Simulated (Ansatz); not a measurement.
Ansatz (a program for electronic structure) input:

Ansatz 0.2 input:
```yaml
crystal:
  lattice:
    - [-1.6602224234, 1.6602224234, 5.6442060687]
    - [1.6602224234, -1.6602224234, 5.6442060687]
    - [1.6602224234, 1.6602224234, -5.6442060687]
  atoms:
    - { symbol: Nb, position: [0.0001935493, 0.0001935493, 0.0] }
    - { symbol: Nb, position: [0.7501935493, 0.2501935493, 0.5] }
    - { symbol: P, position: [0.5824364507, 0.5824364507, 0.0] }
    - { symbol: P, position: [0.3324364507, 0.8324364507, 0.5] }
kpoints:
  mp_grid: { grid: [13, 13, 13] }
  band_path:
    path:
      - [[0.0, 0.0, 0.0], [0.0, 0.0, 0.5], [0.25, 0.25, 0.25], [0.0, 0.5, 0.0], [0.0, 0.0, 0.0], [0.5, 0.5, -0.5], [0.2716305138, 0.7283694862, -0.2716305138]]  # Γ-X-P-N-Γ-M-S
      - [[-0.2716305138, 0.2716305138, 0.2716305138], [0.0, 0.0, 0.0]]  # S_0-Γ
      - [[0.0, 0.0, 0.5], [-0.0432610277, 0.0432610277, 0.5]]  # X-R
      - [[0.5, 0.5, -0.0432610277], [0.5, 0.5, -0.5]]  # G-M
    npoints: 8
basis: { xc_grid: 2 }
hamiltonian:
  xc: pbesol
  pseudopotentials: { azcp: { folder: ./paw }, kind: paw_fr }
magnetization: { noncollinear: true, spin_orbit: true }
scf:
  n_extra_bands: 12
  convergence: { dr2_threshold: 0.0000000001 }
  occupations: { method: gaussian, width: 0.05 }
output: { eigenvalues: true }
```

Output (shortened):

```
basis.fft_grid_basis auto: the FFT boxes are laid along the combinations [[1, 0, 1], [0, 1, 1], [0, 0, 1]] of the cell's own vectors, 3.320, 3.320 and 6.113 Å …
Pseudopotentials: kind: paw_fr
Pseudopotential: Nb, paw, valence charge 13
Pseudopotential: P, paw, valence charge 5
Functional definition: PBEsol
non-collinear run that drives no moment, with spin-orbit …
Crystal: 4 atoms, lattice volume = 62.229 Å³
Basis set: ecut = 420 eV, 1215 PW (Γ), FFT grids on a1+a3, a2+a3, a3, exchange–correlation on 48×48×90 points (8 copies of the dense FFT grid, shifted against one another)
Bands: 48, of which v1, the nominal top of the filled ones, is band 36 counted from 1 (35 counted from 0)
Symmetry: 8 space group operations + 8 with time reversal
k-points: 196 of 2197 (time reversal used)
Projection manifold: j_resolved (fully-relativistic pseudo-atomic orbitals)
PAW frozen core: Nb, regenerated for the run's functional, and the local potential with it
PAW frozen core: P, regenerated for the run's functional, and the local potential with it
Initial density: superposition of atomic densities (chi_scale 0.1, normalization cell, long waves kept (reshape's long-wave potential 0.00 eV rms))
Initial wavefunctions: pseudopotential atomic-orbital guess
Eigensolver: davidson
Functional: x = pbesol(κ = 0.804, μ = 0.12345679012345678), c = pbesol(β = 0.046)
SCF iter   1: F=—  HF=-10478.772812 eV  |F-HF|=—  |Δ(HF+E_count)|=         —  Δρ=7.03e-2  dr2=4.47e0  dr2_m=0.00e0 (ungated)  ethr=3.10e-3  |M|=0.00e0 ∫|m|=0.00e0 μB  |m|>n=0.0e0 m-floor=0.0e0 τ_xc=0.0e0  β_m=0.30  ⟨swp⟩=6.3  Hψ=47602  notcnv=0  defer=12
all-band conjugate gradients solve this SCF's bands
preconditioner: auto → Kerker (q_TF=auto, 2.490 Å⁻¹)
spin=Noncollinear: Kerker preconditioning applied to the charge; magnetization (m_x, m_y, m_z) channels mix plain (no charge-response kernel on spin).
SCF iter   2: F=—  HF=-10477.954600 eV  |F-HF|=—  |Δ(HF+E_count)|=   8.18e-1  Δρ=4.70e-2  dr2=1.78e0  dr2_m=0.00e0 (ungated)  ethr=3.10e-3  |M|=0.00e0 ∫|m|=0.00e0 μB  |m|>n=0.0e0 m-floor=0.0e0 τ_xc=0.0e0  β_m=0.56  ⟨swp⟩=2.9  Hψ=17218  notcnv=0  defer=1176
SCF iter   3: F=—  HF=-10477.445601 eV  |F-HF|=—  |Δ(HF+E_count)|=   5.09e-1  Δρ=1.06e-2  dr2=4.84e-2  dr2_m=0.00e0 (ungated)  ethr=3.10e-3  |M|=0.00e0 ∫|m|=0.00e0 μB  |m|>n=0.0e0 m-floor=0.0e0 τ_xc=0.0e0  β_m=0.78  ⟨swp⟩=4.0  Hψ=17681  notcnv=0  defer=1176
SCF iter   4: F=—  HF=-10477.438496 eV  |F-HF|=—  |Δ(HF+E_count)|=   7.11e-3  Δρ=2.93e-3  dr2=7.14e-3  dr2_m=0.00e0 (ungated)  ethr=1.35e-4  |M|=0.00e0 ∫|m|=0.00e0 μB  |m|>n=0.0e0 m-floor=0.0e0 τ_xc=0.0e0  β_m=0.89  ⟨swp⟩=2.2  Hψ=16091  notcnv=0  defer=1146
SCF iter   5: F=—  HF=-10477.436568 eV  |F-HF|=—  |Δ(HF+E_count)|=   1.93e-3  Δρ=2.86e-4  dr2=5.49e-5  dr2_m=0.00e0 (ungated)  ethr=1.98e-5  |M|=0.00e0 ∫|m|=0.00e0 μB  |m|>n=0.0e0 m-floor=0.0e0 τ_xc=0.0e0  β_m=0.94  ⟨swp⟩=2.1  Hψ=11965  notcnv=0  defer=1146
SCF iter   6: F=—  HF=-10477.436569 eV  |F-HF|=—  |Δ(HF+E_count)|=   1.20e-6  Δρ=5.75e-5  dr2=2.22e-6  dr2_m=0.00e0 (ungated)  ethr=1.52e-7  |M|=0.00e0 ∫|m|=0.00e0 μB  |m|>n=0.0e0 m-floor=0.0e0 τ_xc=0.0e0  β_m=0.97  ⟨swp⟩=2.3  Hψ=13788  notcnv=0  defer=1146
SCF iter   7: F=—  HF=-10477.436569 eV  |F-HF|=—  |Δ(HF+E_count)|=   1.00e-7  Δρ=9.49e-6  dr2=6.37e-8  dr2_m=0.00e0 (ungated)  ethr=6.16e-9  |M|=0.00e0 ∫|m|=0.00e0 μB  |m|>n=0.0e0 m-floor=0.0e0 τ_xc=0.0e0  β_m=0.99  ⟨swp⟩=2.2  Hψ=13076  notcnv=0  defer=1146
SCF iter   8: F=—  HF=-10477.436569 eV  |F-HF|=—  |Δ(HF+E_count)|=   6.50e-9  Δρ=1.64e-6  dr2=1.44e-9  dr2_m=0.00e0 (ungated)  ethr=1.77e-10  |M|=0.00e0 ∫|m|=0.00e0 μB  |m|>n=0.0e0 m-floor=0.0e0 τ_xc=0.0e0  β_m=0.99  ⟨swp⟩=2.0  Hψ=11214  notcnv=0  defer=1146
SCF iter   9: F=-10477.436569 eV  HF=-10477.436569 eV  |F-HF|=4.73e-11  |Δ(HF+E_count)|=  1.82e-12  Δρ=3.28e-7  dr2=8.86e-11  dr2_m=0.00e0 (ungated)  ethr=1.00e-12  |M|=0.00e0 ∫|m|=0.00e0 μB  |m|>n=0.0e0 m-floor=0.0e0 τ_xc=0.0e0  ⟨swp⟩=10.8  Hψ=35950  notcnv=0…
SCF 1 converged in 9 iterations: F = -10477.436569 eV  dr2 = 8.86e-11
NSCF: frozen V_eff on 76 k-points
SCF converged after 9 iterations
Magnetization: |M| = 0.0000 μB,  M = (+0.0000, +0.0000, +0.0000) μB
Absolute magnetization: 0.0000 μB (∫|m|)
  site 0: m = (+0.0000, +0.0000, +0.0000) μB, |m| = 0.0000 μB  (R = 1.04 Å)
  site 1: m = (+0.0000, +0.0000, +0.0000) μB, |m| = 0.0000 μB  (R = 1.04 Å)
  site 2: m = (+0.0000, +0.0000, +0.0000) μB, |m| = 0.0000 μB  (R = 1.04 Å)
  site 3: m = (+0.0000, +0.0000, +0.0000) μB, |m| = 0.0000 μB  (R = 1.04 Å)
Free energy (F): -10477.436569 eV
Harris-Foulkes:  -10477.436569 eV  (|F-HF|=4.73e-11)
Internal energy: -10477.435857 eV  (E = F + TS)
E sigma→0 (E₀):  -10477.436213 eV
Entropy (-TS):   -0.000712 eV (-0.178 meV/atom)
Fermi energy:    15.365974 eV
--- Per-component energies (eV) ---
  E_band       = -128.477814
  E_kinetic    = 890.912316
  E_local      = -1588.625267  (includes V_loc(G=0)·N_el)
  E_nonlocal   = 255.482904
  E_hartree    = 547.350909
  E_xc         = -478.305415
  E_vxc        = -528.539056  (∫ρ·V_xc dr)
  E_paw        = -7140.753329  (= ΣΔE_a)
  E_vpaw       = -252.410356  (= ΣTr[D̂ρ^β])
  E_aug_tail   = 0.000085  (compensation charges beyond the density's cutoff)
  E_ewald      = -2963.969653
  E_core_change = 0.471593  (= ΣΔE_core)
  E_smearing   = -0.000712  (= −TS)
  E_closure    = 0.000000  (closes the sum)
  Σ components = -10477.436569   (vs F -10477.436569, Δ=0.00e0)
  [band-id]    e_kinetic+e_local+e_nonlocal+2·e_hartree+e_vxc+e_vpaw+e_augmentation_tail = -128.477556   (vs E_band -128.477814, Δ=2.58e-4)
--- Band table (eV; the first three rows and the last of 196) ---
  k-point 0: bands = ["-39.3525", "-39.3525", "-39.3067", "-39.3067", "-16.9543", "-16.9543", "-16.8064", "-16.8064", "-14.9638", "-14.9638", "-14.7541", "-14.7541", "-14.7072", "-14.7072", "-14.6157", "-14.6157", "2.4800", "2.4800", "5.0428", "5.0428", "9.0476", "9.0476", "12.2292", "12.2292", "13.0580", "13.0580", "13.0886", "13.0886", "13.1208", "13.1208", "13.5951", "13.5951", "13.9627", "13.9627", "14.0141", "14.0141", "16.1776", "16.1776", "17.0149", "17.0149", "18.1488", "18.1488", "18.6069", "18.6069", "18.6260", "18.6260", "18.9057", "18.9057"]
  k-point 1: bands = ["-39.3495", "-39.3495", "-39.3051", "-39.3051", "-16.9622", "-16.9536", "-16.8181", "-16.8163", "-14.9736", "-14.9535", "-14.7802", "-14.7596", "-14.7280", "-14.7194", "-14.6321", "-14.6136", "2.6471", "2.6484", "5.0812", "5.1132", "9.1167", "9.1380", "11.9761", "11.9855", "12.9412", "12.9562", "12.9716", "12.9798", "13.0463", "13.0487", "13.4393", "13.4793", "13.9871", "14.0047", "14.1216", "14.1647", "15.9108", "15.9446", "16.6041", "16.6472", "18.1457", "18.1460", "18.2355", "18.2562", "18.9200", "18.9406", "19.1465", "19.1919"]
  k-point 2: bands = ["-39.3412", "-39.3412", "-39.3008", "-39.3008", "-16.9756", "-16.9605", "-16.8487", "-16.8446", "-14.9833", "-14.9414", "-14.8315", "-14.7954", "-14.7776", "-14.7557", "-14.6579", "-14.6270", "3.1120", "3.1163", "5.1887", "5.2395", "9.4042", "9.4370", "11.3784", "11.3884", "12.1477", "12.1654", "12.5518", "12.5560", "12.6913", "12.7036", "13.6143", "13.6349", "14.3316", "14.3721", "14.4461", "14.4856", "15.6515", "15.7242", "15.8177", "15.8754", "17.7725", "17.8023", "18.4001", "18.4085", "19.4084", "19.4337", "19.5575", "19.5669"]
  k-point 195: bands = ["-39.3288", "-39.3288", "-39.3282", "-39.3282", "-16.8835", "-16.8825", "-16.8810", "-16.8770", "-14.8465", "-14.8457", "-14.8212", "-14.8168", "-14.7172", "-14.7147", "-14.6932", "-14.6925", "3.5724", "3.5762", "3.5884", "3.5979", "11.1900", "11.1902", "11.3156", "11.3188", "12.1767", "12.1898", "12.4330", "12.4524", "12.5945", "12.6019", "12.9833", "12.9897", "14.5033", "14.5094", "14.9305", "14.9383", "16.3040", "16.3294", "16.9583", "16.9937", "17.5680", "17.5811", "17.8094", "17.8404", "19.0792", "19.1231", "19.1801", "19.1853"]
  band table: 48 of 48 bands, residual norms ≤ 1.0e-3 eV
```

Cost: about 100 core-seconds (a rough figure) on shared cores.

Space group I4_1md. Symmetry was held in the PBEsol relaxation; of distortions, only those at the zone centre were tested. The run is not spin-polarised.

Potentials: the earlier of the program's two PAW sets.

Ansatz is a plane-wave DFT program.
